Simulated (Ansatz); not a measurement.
BP:
```xyz
4
Lattice="2.1245 -2.1251 0.0000 2.1245 2.1251 0.0000 0.0000 0.0000 5.3005" Properties=species:S:1:pos:R:3 pbc="T T T"
B      1.0622     1.0626     0.0000
B      1.0622    -1.0626     2.6503
P      2.1245     0.0000     3.9754
P      2.1245     0.0000     1.3251
```

Relaxed with PBE. Special points in fractions of this cell's reciprocal vectors: Γ (0.000, 0.000, 0.000); Y (-0.500, 0.500, 0.000); C0 (-0.500, 0.500, 0.000); Σ0 (0.500, 0.500, 0.000); Z (0.000, 0.000, 0.500); A0 (0.500, 0.500, 0.500); E0 (-0.500, 0.500, 0.500); T (-0.500, 0.500, 0.500); S (0.000, 0.500, 0.000); R (0.000, 0.500, 0.500).

**Question.** List the band energies nearest the Fermi level at these points for the program Ansatz at the PBE level (PAW).

**Answer.** In eV from the Fermi level; about four levels below and three above (degenerate sets whole), none deeper than 8.9 eV; points with the same levels are listed once.

```csv
k,below,above
Γ,-3.15 -3.15 -1.56,1.73 1.73 1.96 1.96
Y,-7.12 -5.13 -5.13 -3.05,0.33 0.33 0.40
Z,-2.69 -2.69 -0.78 -0.78,2.99 2.99 4.83 4.83
A0,-1.88 -1.88 -1.57 -1.57,3.21 3.21 4.31 4.31
S,-6.19 -3.53 -2.16,1.62 2.96 3.14
R,-4.78 -2.71 -1.99 -0.77,1.79 2.59 3.22
```

Space group P4_2/mmc. The cell is a constructed one: a structure type filled with these elements; neither database checked (COD, Materials Project) lists it. It is not the phase usual at ambient conditions (space group No. 216). Symmetry was held in the PBE relaxation; whether a distortion lowers the energy is not shown. Point labels and valley counts follow the cell and symmetry of the run, lower than the named group.

Potentials: the later of the program's two PAW sets.
